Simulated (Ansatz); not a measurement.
A surface is cut from this relaxed crystal of WC:

```cif
data_structure
_symmetry_space_group_name_H-M 'P-6m2'
_symmetry_Int_Tables_number 187
_cell_length_a 2.9217
_cell_length_b 2.9217
_cell_length_c 2.8471
_cell_angle_alpha 90.000
_cell_angle_beta 90.000
_cell_angle_gamma 120.000
_cell_volume 21.05
loop_
_atom_site_label
_atom_site_type_symbol
_atom_site_symmetry_multiplicity
_atom_site_Wyckoff_symbol
_atom_site_fract_x
_atom_site_fract_y
_atom_site_fract_z
_atom_site_occupancy
W1 W 1 a 0.00000 0.00000 0.00000 1
C1 C 1 f 0.66667 0.33333 0.50000 1
```

Miller indices refer to the conventional cell of P-6m2 (No. 187), a = 2.922 Å, b = 2.922 Å, c = 2.847 Å, α = 90.00°, β = 90.00°, γ = 120.00°.

The (110) slab of 8 planes, 10.2 Å thick with 15 Å of vacuum as cut; outer planes WC (top) and WC (bottom).

These are results of Ansatz 0.2.0, DFT PBE, scalar-relativistic, plane waves, PAW, not measurements. Cutoff 420 eV; k points 12×7×1 on the computed 16-atom cell (Γ-centred); Gaussian smearing, width 0.10 eV; no spin polarisation. The cell repeats along c with a dipole correction in the vacuum.

The work function read from the bulk's Fermi level differs by 0.16 eV, so the slab's middle doesn't match the bulk reference (too thin, or relaxed to another structure or magnetic state).

With the atoms at the bulk's places:

```json
{
  "Surface energy (mean of both faces)": "4.28 J/m²",
  "Work function": "4.60 eV"
}
```

(1) What changes when all atoms relax within this surface cell and its symmetry?

Spin-orbit coupling is left out, which matters for the bands of heavy elements.

Answers

(1) The energy falls by 0.525 J/m² a face, and the largest move is 0.20 Å.

```
Surface energy (mean of both faces) : 3.76 J/m²
Work function                       : 4.66 eV
```

```
plane (bottom to top) atoms spacing to next, bulk (Å) relaxed (Å) change (%) rumpling (Å)
                    1     WC                      1.461        1.323        -9.4         0.056
                    2     WC                      1.461        1.474        +0.9         0.007
                    3     WC                      1.461        1.456        -0.3         0.002
                    4     WC                      1.461        1.458        -0.2         0.010
                    5     WC                      1.461        1.456        -0.3         0.010
                    6     WC                      1.461        1.474        +0.9         0.002
                    7     WC                      1.461        1.323        -9.4         0.007
                    8     WC                                                             0.056
```